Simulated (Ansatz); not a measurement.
Relaxed candidate structures of BaYAgTe₃:

A. C2/m (No. 12), mS12; a = 9.599 Å, b = 7.925 Å, c = 6.538 Å, α = 90.00°, β = 113.05°, γ = 90.00°; Ag 2c (0.500, 0.500, 0.500); Ba 2d (0.000, 0.500, 0.500); Te 4e (0.250, 0.250, 0.000); Te 2b (0.000, 0.500, 0.000); Y 2a (0.000, 0.000, 0.000)

B. Cmcm (No. 63), oS24; a = 4.5312 Å, b = 15.1077 Å, c = 11.4979 Å, α = 90.00°, β = 90.00°, γ = 90.00°; Ba 4c (0.000, 0.245, 0.750); Y 4a (0.000, 0.000, 0.000); Ag 4c (0.000, 0.469, 0.250); Te 8f (0.000, 0.362, 0.052); Te 4c (0.000, 0.079, 0.250)

**Question.** Put the candidates in order of energy per atom, lowest first, for r2SCAN (plane waves to 500 eV, PAW, scalar-relativistic; Ansatz, a first-principles code).

**Answer.** B (reference, the lowest among the structures calculated here), A (+0.85 eV/atom)

**Question.** Which candidates are metallic at this level, and what gaps do the others have?

**Answer.** No gap: A. B: 1.10 eV (no spin-orbit coupling).

 1 generated cell of layers, chains or molecules, poorly bound without dispersion, is left out. Each run could gain symmetry but not lose that of its start, so entries can be saddle points. From databases, or of a type measured for this composition: Cmcm, oS24; the others are generated cells (placed on structure types, drawn at random, substituted or restacked) that were not matched to a known phase here. Static energies at zero pressure. No spin polarisation in the result. Spin-orbit coupling is missing; with elements this heavy it can move band edges by tenths of an eV or more. Gaps of cells over 8 atoms come from the SCF mesh and high-symmetry points alone.
